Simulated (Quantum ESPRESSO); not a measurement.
pw.x input (Quantum ESPRESSO 7.5; PBEsol, PseudoDojo standard norm-conserving files, scalar-relativistic):

```
&CONTROL
  calculation = 'scf'
  pseudo_dir = './pseudo'
  outdir = './out'
  tprnfor = .true.
  tstress = .true.
/
&SYSTEM
  ibrav = 0
  nat = 4
  ntyp = 1
  ecutwfc = 84.0
  ecutrho = 336.0
  occupations = 'smearing'
  smearing = 'fd'
  degauss = 0.002
  nbnd = 18
/
&ELECTRONS
  conv_thr = 4e-10
/
ATOMIC_SPECIES
F 18.9984 F.upf
CELL_PARAMETERS angstrom
  2.556320000000  -1.584025000000   0.000000000000
  2.556320000000   1.584025000000   0.000000000000
 -0.562109000000   0.000000000000   6.597708000000
ATOMIC_POSITIONS crystal
F   0.595830000000   0.915330000000   0.597960000000
F   0.404170000000   0.084670000000   0.402040000000
F   0.084670000000   0.404170000000   0.902040000000
F   0.915330000000   0.595830000000   0.097960000000
K_POINTS automatic
10 10 4 0 0 0
```

End of the output:

```
     total energy              =    -195.76921564 Ry
     estimated scf accuracy    <       0.00000059 Ry
     total energy              =    -195.76921567 Ry
     estimated scf accuracy    <          3.7E-09 Ry
     total energy              =    -195.76921567 Ry
     estimated scf accuracy    <          5.3E-10 Ry
[...]
     the Fermi energy is    -1.6286 ev
!    total energy              =    -195.76921567 Ry
     estimated scf accuracy    <          7.7E-11 Ry
     smearing contrib. (-TS)   =      -0.00000000 Ry
     internal energy E=F+TS    =    -195.76921567 Ry
     The total energy is F=E-TS. E is the sum of the following terms:
     one-electron contribution =    -106.73363995 Ry
     hartree contribution      =      66.42002646 Ry
     xc contribution           =     -42.44228659 Ry
     ewald contribution        =    -113.01331559 Ry
     convergence has been achieved in   8 iterations
     Forces acting on atoms (cartesian axes, Ry/au):
     atom    1 type  1   force =     0.00030584    0.00497943   -0.00998326
     atom    2 type  1   force =    -0.00030584   -0.00497943    0.00998326
     atom    3 type  1   force =    -0.00030584    0.00497943    0.00998326
     atom    4 type  1   force =     0.00030584   -0.00497943   -0.00998326
     Total force =     0.022321     Total SCF correction =     0.000009
     Computing stress (Cartesian axis) and pressure
          total   stress  (Ry/bohr**3)                   (kbar)     P=        3.00
   0.00009959   0.00000000   0.00001374           14.65        0.00        2.02
   0.00000000   0.00006054   0.00000000            0.00        8.91        0.00
   0.00001374   0.00000000  -0.00009887            2.02        0.00      -14.54
```
In a gapped system the printed Fermi energy is only some level inside the gap.

Geometry of the Materials Project entry, not relaxed at this level.
